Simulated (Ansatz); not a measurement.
SnC₈:
```
SnC8
1.0
    4.89668     0.00000     0.00000
   -2.44834     4.24065     0.00000
    0.00000     0.00000     6.14307
C Sn
8 1
Direct
  0.16709   0.33418   0.00000
  0.16709   0.83291   0.00000
  0.66667   0.33333   0.00000
  0.66582   0.83291   0.00000
  0.33418   0.16709   0.00000
  0.33333   0.66667   0.00000
  0.83291   0.16709   0.00000
  0.83291   0.66582   0.00000
  0.00000   0.00000   0.50000
```

Relaxed with r²SCAN+D4. Special points in fractions of this cell's reciprocal vectors: Γ (0.000, 0.000, 0.000); M (0.500, 0.000, 0.000); K (0.333, 0.333, 0.000); A (0.000, 0.000, 0.500); L (0.500, 0.000, 0.500); H (0.333, 0.333, 0.500).

Problem. List the band energies nearest the Fermi level at these points for r²SCAN+D4 with spin–orbit coupling in the plane-wave PAW code Ansatz.

Solution. In eV from the Fermi level; about four levels below and three above (degenerate sets whole), none deeper than 8.9 eV; points with the same levels are listed once.

```json
[
 {"k": "Γ", "below": "-3.28 -3.28 -0.19 -0.19", "above": "0.87 0.87 0.87 0.87"},
 {"k": "M", "below": "-3.87 -3.87 -1.15 -1.15", "above": "0.66 0.66 1.93 1.93"},
 {"k": "K", "below": "-0.73 -0.73 -0.45 -0.45", "above": "1.94 1.94 6.07 6.07"},
 {"k": "A", "below": "-3.29 -3.29 -0.23 -0.23", "above": "0.78 0.78 0.81 0.81 0.81 0.81"},
 {"k": "L", "below": "-3.68 -3.68 -0.60 -0.60", "above": "0.34 0.34 1.28 1.28"},
 {"k": "H", "below": "-1.04 -1.04 -0.05 -0.05", "above": "0.27 0.27 0.51 0.51"}
]
```

Space group P6/mmm. A made-up cell: these elements were put on the sites of a structure type; neither database checked (COD, Materials Project) lists it. Its standing as an ambient phase is unchecked. The r²SCAN+D4 relaxation kept the symmetry of its start; its stability against distortions is not shown here.

Potentials: the later of the program's two PAW sets.
